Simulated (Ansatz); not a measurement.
Slab of hcp Al (0001), 6 layers

The slab is cut from the hcp crystal, which needn't be the stable phase, as relaxed on PAW files (16.32 Å³/atom), with 16 Å of vacuum and a dipole correction:

```xyz
6
Lattice="2.8455 0.0000 0.0000 -1.4227 2.4643 0.0000 0.0000 0.0000 27.6351" Properties=species:S:1:pos:R:3 pbc="T T T"
Al    2.1341    0.4107    8.0000
Al   -0.7114    2.0536   10.3270
Al    2.1341    0.4107   12.6540
Al   -0.7114    2.0536   14.9811
Al    2.1341    0.4107   17.3081
Al   -0.7114    2.0536   19.6351
```

All numbers are PBEsol results (scalar-relativistic) from Ansatz 0.2.0, with a Γ-centred 13×13×1 k mesh, Fermi–Dirac smearing of 0.1 eV, no spin polarisation. Methods: LAPW: all electrons, basis error target 1 meV/atom; PAW: frozen-core files, cutoff 420 eV.

The bulk energy comes from a cell in the slab's orientation on a 13×13×7 mesh. The surface energy is (E(slab) − N·E(bulk))/2A at zero smearing, the mean of both faces; thin slabs carry quantum-size effects.

The PAW files were made under PBE. The cell is 1×1, so reconstructions are forbidden.

Q: As cut, the LAPW slab lies 0.850 eV above 6 atoms of bulk. What surface energy is that?

A: Over two faces of 7.01 Å² it is 60.6 meV/Å², and times 16.02 J/m² per eV/Å² that gives γ = 0.972 J/m².

```json
{"method": "LAPW", "γ as cut (J/m²)": "0.972", "γ relaxed (J/m²)": "0.962", "Φ as cut (eV)": "4.12", "Φ relaxed (eV)": "4.11"}
```

Q: How do the spacings between the planes relax?

A: From the bottom face up: d12 +1.6 % of 2.327 Å, d23 +1.3 % of 2.327 Å, d34 +0.9 % of 2.327 Å, d45 +1.3 % of 2.327 Å, d56 +1.6 % of 2.327 Å.

Q: In the relaxed 1×1 cell, replace the outer, then the middle Al by Si, which changes a whole layer. What shift does this Z+1 picture give?

A: E(outer) − E(middle) = +0.06 eV by LAPW and +0.06 eV by PAW; a positive value puts the surface line at higher binding energy.
